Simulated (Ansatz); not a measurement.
**Hf2Al6CdSi4, a known structure type with other elements, at an estimated volume**

```yaml
crystal:
  lattice:
    - [4.09876, 0.00000, 0.00000]
    - [-2.04938, 3.54963, 0.00000]
    - [-2.04938, 1.18321, 16.39723]
  atoms:
    - { symbol: Cd, position: [0.00000, 0.00000, 0.00000] }
    - { symbol: Hf, position: [0.43427, 0.56573, 0.30291] }
    - { symbol: Hf, position: [0.56573, 0.43427, 0.69709] }
    - { symbol: Si, position: [0.13500, 0.86500, 0.40500] }
    - { symbol: Si, position: [0.86500, 0.13500, 0.59500] }
    - { symbol: Si, position: [0.73423, 0.26577, 0.20259] }
    - { symbol: Si, position: [0.26577, 0.73423, 0.79741] }
    - { symbol: Al, position: [0.68283, 0.31717, 0.04839] }
    - { symbol: Al, position: [0.31717, 0.68283, 0.95161] }
    - { symbol: Al, position: [0.05170, 0.94830, 0.15510] }
    - { symbol: Al, position: [0.94830, 0.05170, 0.84490] }
    - { symbol: Al, position: [0.81459, 0.18541, 0.44367] }
    - { symbol: Al, position: [0.18541, 0.81459, 0.55633] }
```

Single point in Ansatz 0.2.0 with PBE, no spin polarisation. Cutoff 420 eV, PAW datasets, 7×7×7 Γ-centred k mesh, fermi-dirac filling (width 0.1 eV).

Q: What is the formation energy?

A: 0.09 eV an atom against the elements' usual phases (free molecules for gases, crystals otherwise, with no correction for O₂ or N₂), so at this geometry it isn't bound against them. Relaxing would lower it.

Q: Which atom feels the largest force, and which way?

A: The largest is on Al11 (and as large on other atoms): 1.50 eV/Å, components (0.00, 0.00, -1.50). It makes 72° with the line to a nearest neighbour, Si7 at 2.49 Å.

Q: Is there a gap?

A: It is a metal, with about 4.9 states/eV a cell as the mean within 0.25 eV of the Fermi level, mostly Hf d (37 %), Al s (20 %) and Al p (18 %).

Q: Is the cell too large or too small?

A: The pressure is 3.6 GPa (compression positive), so with the atoms held at these fractions the cell would first expand; the forces are large, so a full relaxation may end otherwise. The principal stresses 0.4, 5.2, 5.2 GPa differ, so its shape would change too.

Origin: a known structure type with other elements, at an estimated volume, so it need not be a known compound.
